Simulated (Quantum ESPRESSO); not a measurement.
## Calculated data, Si₂BN₃O (made-up cell, one site empty), AlGe₂N₃O (made-up cell, one site empty), Ga₂GePNO₂ (made-up cell, one site empty)

Calculation on a made-up crystal cell, not a measurement, run twice, once with a planted mistake found by running each candidate: periodic Kohn-Sham density functional theory in plane waves with PseudoDojo standard norm-conserving scalar-relativistic pseudopotentials, each functional with its own files (v0.5 for PBE, v0.4.1 for LDA and PBEsol), no spin polarisation, no spin-orbit coupling, atoms not relaxed, stress positive in tension, energies less a fixed whole-eV offset for each atom's element; levels are Kohn-Sham levels at fractions of this cell's reciprocal vectors, counted from the reference band (half the neutral cell's valence electrons, rounded up) at Gamma; error bars cover cutoff and k-mesh only, not smearing or the files; each bar is the largest change over components, and at least 0.002 eV, 0.002 eV per angstrom or 0.02 GPa; a charged cell sits in a uniform background, with energy and stress on this program's zero of potential; energies are for the whole cell, and the offsets were chosen from early runs and are not element reference energies; a distance is the largest change of any value in units of its error bar (the energy's for the smearing term), a scale change is of lengths, and a coarse mesh keeps the half-step shift. Program: Quantum ESPRESSO 7.5.

Common to all entries: lattice type wurtzite; intended functional pbe; intended cutoff 1143 eV; intended fermi dirac smearing 0.025 eV; intended scf tolerance 1e-07 eV; intended electrons removed 0; healthy smearing term minus ts 0 eV; structure shown as intended, without the mistake.

(1) Si₂BN₃O (made-up cell, one site empty)

Intended structure:
```
CELL_PARAMETERS angstrom
2.76530 0.04840 -0.04590
0.08390 4.87810 -0.01780
-0.07490 -0.01680 4.52330
ATOMIC_POSITIONS crystal
B 0.99932 0.99842 0.99707
Si 0.49674 0.50304 0.00191
Si 0.01786 0.66310 0.51315
O 0.98481 0.00976 0.36082
N 0.51636 0.48667 0.38743
N 0.49898 0.15974 0.88419
N 0.99113 0.66834 0.86848
```

| Quantity | Value |
| --- | --- |
| empty site | 3 |
| healthy free energy less offsets | 0.184 eV |
| healthy scf iterations | 12 |
| healthy pressure | 7.18 GPa |
| healthy stress xx | -17.4 GPa |
| healthy stress yy | 22.43 GPa |
| healthy stress zz | -26.58 GPa |
| healthy stress yz | -5.54 GPa |
| healthy stress xz | -4.59 GPa |
| healthy stress xy | 5.59 GPa |
| healthy reference band | 16 |
| faulty free energy less offsets | 0.219 eV |
| faulty scf iterations | 4 |
| faulty smearing term minus ts | 0 eV |
| faulty pressure | 7.65 GPa |
| faulty stress xx | -18.5 GPa |
| faulty stress yy | 22.31 GPa |
| faulty stress zz | -26.78 GPa |
| faulty stress yz | -5.07 GPa |
| faulty stress xz | -4.44 GPa |
| faulty stress xy | 5.4 GPa |
| faulty reference band | 16 |
| candidate k points along each vector | 2 |
| candidate cutoff | 801 eV |
| candidate smearing | 0.6 eV |
| candidate functional | pbesol |
| candidate scf tolerance | 0.3 eV |
| candidate electrons removed | 1 |
| candidate scale change | -0.67 percent |
| candidate first exchanged site | 4 |
| candidate second exchanged site | 5 |
| intended k mesh | 6 x 4 x 4, shifted by half a step |
| fault kind | loose scf |
| other mistakes compared | 7 |
| distance from healthy | 95.16 error bars |
| distance from nearest other mistake | 228.1 error bars |
| healthy error bar energy | 0.002 eV |
| healthy error bar stress | 0.02798 GPa |
| healthy error bar force | 0.003291 eV/Å |
| healthy error bar next band up | 0.002 eV |

Atoms:
```tsv
atoms element	atom site	atom energy offset (eV)
B	1	-79
Si	2	-115
Si	4	-115
O	5	-452
N	6	-283
N	7	-283
N	8	-283
```

Healthy forces:
```tsv
site	x (eV/Å)	y (eV/Å)	z (eV/Å)
1	-0.409	3.985	2.136
2	0.937	-5.824	2.155
4	-0.712	3.819	-7.659
5	0.543	-5.051	-1.828
6	0.305	2.195	-0.676
7	-0.137	-1.607	1.866
8	-0.526	2.482	4.006
```

Healthy levels:
```tsv
level k point	next band up (eV)
Gamma	2.907
(1/2,1/2,1/2)	2.289
(0.15,0,0)	3.756
(0,0.15,0)	3.02
(0,0,0.15)	2.97
```

Faulty forces:
```tsv
site	x (eV/Å)	y (eV/Å)	z (eV/Å)
1	-0.342	3.946	2.152
2	0.915	-5.938	2.136
4	-0.729	3.664	-7.647
5	0.508	-4.738	-1.761
6	0.27	2.111	-0.59
7	-0.073	-1.303	1.896
8	-0.549	2.258	3.814
```

Faulty levels:
```tsv
level k point	next band up (eV)
Gamma	2.74
(1/2,1/2,1/2)	2.231
(0.15,0,0)	3.678
(0,0.15,0)	2.855
(0,0,0.15)	2.816
```

Candidate mistake: coarse kmesh, low cutoff, wide smearing, wrong functional, loose scf, wrong charge, cell scaled, atoms exchanged

(2) Si₂BN₃O (made-up cell, one site empty)

Structure as in entry 1.

| Quantity | Value |
| --- | --- |
| empty site | 3 |
| healthy free energy less offsets | 0.184 eV |
| healthy scf iterations | 12 |
| healthy pressure | 7.18 GPa |
| healthy stress xx | -17.4 GPa |
| healthy stress yy | 22.43 GPa |
| healthy stress zz | -26.58 GPa |
| healthy stress yz | -5.54 GPa |
| healthy stress xz | -4.59 GPa |
| healthy stress xy | 5.59 GPa |
| healthy reference band | 16 |
| faulty free energy less offsets | -9.073 eV |
| faulty scf iterations | 14 |
| faulty smearing term minus ts | -0.011 eV |
| faulty pressure | -28.1 GPa |
| faulty stress xx | 16.75 GPa |
| faulty stress yy | 48.77 GPa |
| faulty stress zz | 18.78 GPa |
| faulty stress yz | -5.82 GPa |
| faulty stress xz | -3.45 GPa |
| faulty stress xy | 5.6 GPa |
| faulty reference band | 16 |
| candidate k points along each vector | 2 |
| candidate cutoff | 801 eV |
| candidate smearing | 0.6 eV |
| candidate functional | pbesol |
| candidate scf tolerance | 0.3 eV |
| candidate electrons removed | 1 |
| candidate scale change | -0.67 percent |
| candidate first exchanged site | 4 |
| candidate second exchanged site | 5 |
| intended k mesh | 6 x 4 x 4, shifted by half a step |
| fault kind | wrong charge |
| other mistakes compared | 7 |
| distance from healthy | 4629 error bars |
| distance from nearest other mistake | 4163 error bars |
| healthy error bar energy | 0.002 eV |
| healthy error bar stress | 0.02798 GPa |
| healthy error bar force | 0.003291 eV/Å |
| healthy error bar next band up | 0.002 eV |

Atoms:
```tsv
atoms element	atom site	atom energy offset (eV)
B	1	-79
Si	2	-115
Si	4	-115
O	5	-452
N	6	-283
N	7	-283
N	8	-283
```

Healthy forces:
```tsv
site	x (eV/Å)	y (eV/Å)	z (eV/Å)
1	-0.409	3.985	2.136
2	0.937	-5.824	2.155
4	-0.712	3.819	-7.659
5	0.543	-5.051	-1.828
6	0.305	2.195	-0.676
7	-0.137	-1.607	1.866
8	-0.526	2.482	4.006
```

Healthy levels:
```tsv
level k point	next band up (eV)
Gamma	2.907
(1/2,1/2,1/2)	2.289
(0.15,0,0)	3.756
(0,0.15,0)	3.02
(0,0,0.15)	2.97
```

Faulty forces:
```tsv
site	x (eV/Å)	y (eV/Å)	z (eV/Å)
1	-0.203	2.446	1.234
2	0.965	-3.904	2.105
4	-0.764	2.357	-6.901
5	0.468	-3.312	-2.155
6	0.3	1.962	-0.667
7	-0.242	-2.458	2.18
8	-0.523	2.91	4.204
```

Faulty levels:
```tsv
level k point	next band up (eV)
Gamma	4.539
(1/2,1/2,1/2)	3.663
(0.15,0,0)	5.038
(0,0.15,0)	4.655
(0,0,0.15)	4.515
```

Candidate mistake: coarse kmesh, low cutoff, wide smearing, wrong functional, loose scf, wrong charge, cell scaled, atoms exchanged

(3) Si₂BN₃O (made-up cell, one site empty)

Structure as in entry 1.

| Property | Result |
| --- | --- |
| empty site | 3 |
| healthy free energy less offsets | 0.184 eV |
| healthy scf iterations | 12 |
| healthy pressure | 7.18 GPa |
| healthy stress xx | -17.4 GPa |
| healthy stress yy | 22.43 GPa |
| healthy stress zz | -26.58 GPa |
| healthy stress yz | -5.54 GPa |
| healthy stress xz | -4.59 GPa |
| healthy stress xy | 5.59 GPa |
| healthy reference band | 16 |
| faulty free energy less offsets | 11.434 eV |
| faulty scf iterations | 13 |
| faulty smearing term minus ts | -0.003 eV |
| faulty pressure | 34.56 GPa |
| faulty stress xx | -14.26 GPa |
| faulty stress yy | -4.9 GPa |
| faulty stress zz | -84.54 GPa |
| faulty stress yz | -1.88 GPa |
| faulty stress xz | -0.33 GPa |
| faulty stress xy | 4.37 GPa |
| faulty reference band | 16 |
| candidate k points along each vector | 2 |
| candidate cutoff | 801 eV |
| candidate smearing | 0.6 eV |
| candidate functional | pbesol |
| candidate scf tolerance | 0.3 eV |
| candidate electrons removed | 1 |
| candidate scale change | -0.67 percent |
| candidate first exchanged site | 4 |
| candidate second exchanged site | 5 |
| intended k mesh | 6 x 4 x 4, shifted by half a step |
| fault kind | atoms exchanged |
| other mistakes compared | 7 |
| distance from healthy | 5625 error bars |
| distance from nearest other mistake | 3958 error bars |
| healthy error bar energy | 0.002 eV |
| healthy error bar stress | 0.02798 GPa |
| healthy error bar force | 0.003291 eV/Å |
| healthy error bar next band up | 0.002 eV |

Atoms:
```tsv
atoms element	atom site	atom energy offset (eV)
B	1	-79
Si	2	-115
Si	4	-115
O	5	-452
N	6	-283
N	7	-283
N	8	-283
```

Healthy forces:
```tsv
site	x (eV/Å)	y (eV/Å)	z (eV/Å)
1	-0.409	3.985	2.136
2	0.937	-5.824	2.155
4	-0.712	3.819	-7.659
5	0.543	-5.051	-1.828
6	0.305	2.195	-0.676
7	-0.137	-1.607	1.866
8	-0.526	2.482	4.006
```

Healthy levels:
```tsv
level k point	next band up (eV)
Gamma	2.907
(1/2,1/2,1/2)	2.289
(0.15,0,0)	3.756
(0,0.15,0)	3.02
(0,0,0.15)	2.97
```

Faulty forces:
```tsv
site	x (eV/Å)	y (eV/Å)	z (eV/Å)
1	0.258	0.19	-10.876
2	0.886	-2.533	0.641
4	0.297	2.108	-2.132
5	-0.251	1.508	10.286
6	-0.051	-2.988	-1.791
7	-0.262	-1.798	0.779
8	-0.878	3.513	3.092
```

Faulty levels:
```tsv
level k point	next band up (eV)
Gamma	0.365
(1/2,1/2,1/2)	0.591
(0.15,0,0)	0.502
(0,0.15,0)	0.398
(0,0,0.15)	0.454
```

Candidate mistake: coarse kmesh, low cutoff, wide smearing, wrong functional, loose scf, wrong charge, cell scaled, atoms exchanged

(4) AlGe₂N₃O (made-up cell, one site empty)

Intended structure:
```
CELL_PARAMETERS angstrom
3.10590 0.00000 0.00000
0.00000 5.37960 0.00000
0.00000 0.00000 5.07200
ATOMIC_POSITIONS crystal
Ge 0.99404 0.01134 0.98998
Al 0.47893 0.16185 0.48924
Ge 0.99617 0.67029 0.51215
N 0.02624 0.00227 0.37463
N 0.48759 0.50262 0.36916
N 0.49554 0.17260 0.87666
O 0.01333 0.67269 0.86903
```

| Property | Result |
| --- | --- |
| empty site | 2 |
| healthy free energy less offsets | 2.482 eV |
| healthy scf iterations | 13 |
| healthy pressure | -2.25 GPa |
| healthy stress xx | 0.09 GPa |
| healthy stress yy | 3.74 GPa |
| healthy stress zz | 2.92 GPa |
| healthy stress yz | 0.77 GPa |
| healthy stress xz | -1.42 GPa |
| healthy stress xy | -3.18 GPa |
| healthy reference band | 26 |
| faulty free energy less offsets | -0.052 eV |
| faulty scf iterations | 13 |
| faulty smearing term minus ts | 0 eV |
| faulty pressure | -5.84 GPa |
| faulty stress xx | 6.07 GPa |
| faulty stress yy | 1.41 GPa |
| faulty stress zz | 10.04 GPa |
| faulty stress yz | 0.26 GPa |
| faulty stress xz | -0.77 GPa |
| faulty stress xy | -2.18 GPa |
| faulty reference band | 26 |
| candidate k points along each vector | 1 |
| candidate cutoff | 789 eV |
| candidate smearing | 0.69 eV |
| candidate functional | pbesol |
| candidate scf tolerance | 0.06 eV |
| candidate electrons removed | 1 |
| candidate scale change | 1.21 percent |
| candidate first exchanged site | 3 |
| candidate second exchanged site | 4 |
| intended k mesh | 6 x 4 x 4, shifted by half a step |
| fault kind | coarse kmesh |
| other mistakes compared | 7 |
| distance from healthy | 1267 error bars |
| distance from nearest other mistake | 1122 error bars |
| healthy error bar energy | 0.002 eV |
| healthy error bar stress | 0.02 GPa |
| healthy error bar force | 0.003126 eV/Å |
| healthy error bar next band up | 0.002 eV |

Atoms:
```tsv
atoms element	atom site	atom energy offset (eV)
Ge	1	-2430
Al	3	-64
Ge	4	-2430
N	5	-283
N	6	-283
N	7	-283
O	8	-452
```

Healthy forces:
```tsv
site	x (eV/Å)	y (eV/Å)	z (eV/Å)
1	0.236	-1.064	-0.453
3	2.687	3.125	1.355
4	-0.164	-2.591	-0.81
5	-2.936	-0.909	-1.021
6	0.367	0.542	1.784
7	-0.011	-1.316	-0.808
8	-0.178	2.212	-0.048
```

Healthy levels:
```tsv
level k point	next band up (eV)
Gamma	2.099
(1/2,1/2,1/2)	3.188
(0.15,0,0)	3.052
(0,0.15,0)	2.418
(0,0,0.15)	2.511
```

Faulty forces:
```tsv
site	x (eV/Å)	y (eV/Å)	z (eV/Å)
1	0.431	-1.403	0.524
3	2.363	3.929	1.683
4	0.228	-2.474	-1.028
5	-2.341	-3.481	-2.617
6	-0.311	0.527	3.363
7	-0.301	-1.511	-0.754
8	-0.07	4.413	-1.172
```

Faulty levels:
```tsv
level k point	next band up (eV)
Gamma	2.011
(1/2,1/2,1/2)	3.004
(0.15,0,0)	2.929
(0,0.15,0)	2.318
(0,0,0.15)	2.425
```

Candidate mistake: coarse kmesh, low cutoff, wide smearing, wrong functional, loose scf, wrong charge, cell scaled, atoms exchanged

(5) Ga₂GePNO₂ (made-up cell, one site empty)

Intended structure:
```
CELL_PARAMETERS angstrom
3.33780 0.00000 0.00000
0.00000 5.78120 0.00000
0.00000 0.00000 5.45060
ATOMIC_POSITIONS crystal
Ga 0.93199 0.00323 0.01317
Ga 0.50452 0.18086 0.51031
Ge 0.96465 0.62639 0.50804
P 0.98877 0.97293 0.35167
N 0.52624 0.50280 0.40036
O 0.54692 0.16920 0.85295
O 0.94029 0.64191 0.87291
```

| Item | Value |
| --- | --- |
| empty site | 2 |
| healthy free energy less offsets | 6.255 eV |
| healthy scf iterations | 12 |
| healthy pressure | 11.66 GPa |
| healthy stress xx | -7.66 GPa |
| healthy stress yy | -3.72 GPa |
| healthy stress zz | -23.62 GPa |
| healthy stress yz | 4.15 GPa |
| healthy stress xz | -6.27 GPa |
| healthy stress xy | -1.08 GPa |
| healthy reference band | 31 |
| faulty free energy less offsets | 5.511 eV |
| faulty scf iterations | 13 |
| faulty smearing term minus ts | 0 eV |
| faulty pressure | 10.54 GPa |
| faulty stress xx | -2.2 GPa |
| faulty stress yy | -5.2 GPa |
| faulty stress zz | -24.23 GPa |
| faulty stress yz | 4.16 GPa |
| faulty stress xz | -6.41 GPa |
| faulty stress xy | -0.87 GPa |
| faulty reference band | 31 |
| candidate k points along each vector | 2 |
| candidate cutoff | 639 eV |
| candidate smearing | 0.64 eV |
| candidate functional | lda |
| candidate scf tolerance | 0.3 eV |
| candidate electrons removed | -1 |
| candidate scale change | 0.52 percent |
| candidate first exchanged site | 6 |
| candidate second exchanged site | 8 |
| intended k mesh | 5 x 4 x 4, shifted by half a step |
| fault kind | coarse kmesh |
| other mistakes compared | 7 |
| distance from healthy | 65.07 error bars |
| distance from nearest other mistake | 55.51 error bars |
| healthy error bar energy | 0.01143 eV |
| healthy error bar stress | 0.2002 GPa |
| healthy error bar force | 0.01179 eV/Å |
| healthy error bar next band up | 0.004934 eV |

Atoms:
```tsv
atoms element	atom site	atom energy offset (eV)
Ga	1	-2080
Ga	3	-2080
Ge	4	-2430
P	5	-189
N	6	-283
O	7	-452
O	8	-452
```

Healthy forces:
```tsv
site	x (eV/Å)	y (eV/Å)	z (eV/Å)
1	-0.365	-1.136	-11.645
3	-0.471	1.79	0.82
4	3.024	-0.419	4.503
5	1.953	0.227	8.616
6	-3.606	-2.145	-0.356
7	-0.932	-0.877	0.336
8	0.396	2.561	-2.274
```

Healthy levels:
```tsv
level k point	next band up (eV)
Gamma	0.7
(1/2,1/2,1/2)	1.52
(0.15,0,0)	1.594
(0,0.15,0)	1.014
(0,0,0.15)	0.869
```

Faulty forces:
```tsv
site	x (eV/Å)	y (eV/Å)	z (eV/Å)
1	-0.355	-1.156	-11.784
3	-0.427	1.755	0.762
4	2.922	-0.394	4.613
5	1.994	0.36	8.661
6	-3.562	-2.384	-0.364
7	-0.998	-0.878	0.382
8	0.426	2.696	-2.269
```

Faulty levels:
```tsv
level k point	next band up (eV)
Gamma	0.653
(1/2,1/2,1/2)	1.462
(0.15,0,0)	1.537
(0,0.15,0)	0.964
(0,0,0.15)	0.821
```

Candidate mistake: coarse kmesh, low cutoff, wide smearing, wrong functional, loose scf, wrong charge, cell scaled, atoms exchanged
